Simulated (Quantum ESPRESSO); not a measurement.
## Calculated data, Zn3ClO2F (made-up cell, one site empty)

Computed with Quantum ESPRESSO 7.5. Calculation on a made-up crystal cell, not a measurement: periodic Kohn-Sham density functional theory in plane waves with PseudoDojo standard norm-conserving scalar-relativistic pseudopotentials, each functional with its own files (v0.5 for PBE, v0.4.1 for LDA and PBEsol), no spin polarisation, no spin-orbit coupling, atoms not relaxed, stress positive in tension, energies less a fixed whole-eV offset for each atom's element; levels are Kohn-Sham levels at fractions of this cell's reciprocal vectors, counted from the reference band (half the neutral cell's valence electrons, rounded up) at Gamma; error bars cover cutoff and k-mesh only, not smearing or the files; each bar is the largest change over components, and at least 0.002 eV, 0.002 eV per angstrom or 0.02 GPa; added strain carries the atoms with the cell, and shear is the tensor component; energies are for the whole cell, and the offsets were chosen from early runs and are not element reference energies.

Zn3ClO2F (made-up cell, one site empty)

Unstrained structure:
```xyz
7
Lattice="3.4330 0.0111 -0.0258 0.0193 5.9439 -0.0382 -0.0422 -0.0360 5.5898" Properties=species:S:1:pos:R:3 Zn3ClO2F
Zn     0.0480     0.0335     0.1609
Zn     1.6561     3.0509     0.0201
Zn     1.6557     0.9956     2.8069
O     -0.0463     0.1039     2.1533
F      1.7031     3.0330     2.0843
Cl     1.6143     0.9855     4.8353
O      0.0165     3.9313     4.8057
```

It was run with lattice type wurtzite, empty site 4, functional pbe, cutoff 1143 eV, fermi dirac smearing 0.025 eV, scf tolerance 1e-07 eV, electrons removed 0, added strain kind zz, added strain 0.014, k mesh 5 x 4 x 4, shifted by half a step and structure shown before the added strain of 0.014.

Results for Zn3ClO2F (made-up cell, one site empty): free energy less offsets 9.075 eV; scf iterations 12; smearing term minus ts 0 eV; pressure -0.6371 GPa; stress xx 0.8259 GPa; stress yy 3.313 GPa; stress zz -2.228 GPa; stress yz 1.096 GPa; stress xz 0.4866 GPa; stress xy -0.8244 GPa; reference band 43; error bar energy 0.002 eV; error bar stress 0.03349 GPa; error bar force 0.002037 eV/Å; error bar next band up 0.002 eV; error bars from tighter rerun of a related cell.

Atoms:
```
atoms element  atom site  atom energy offset (eV)
           Zn          1                    -5687
           Zn          2                    -5687
           Zn          3                    -5687
            O          5                     -452
            F          6                     -677
           Cl          7                     -449
            O          8                     -452
```

Forces:
```
site  x (eV/Å)  y (eV/Å)  z (eV/Å)
   1     -1.03    -4.114     2.579
   2    0.2552     3.843    0.5817
   3    0.1504   -0.2399    -4.626
   5  -0.02162     1.521   -0.8362
   6  -0.01605    -1.406   -0.8545
   7    0.9816    0.1027    0.9014
   8   -0.3195    0.2937     2.255
```

Levels:
```
level k point  next band up (eV)
        Gamma              1.404
(1/2,1/2,1/2)              3.513
   (0.15,0,0)              2.074
   (0,0.15,0)              1.632
   (0,0,0.15)              1.673
```
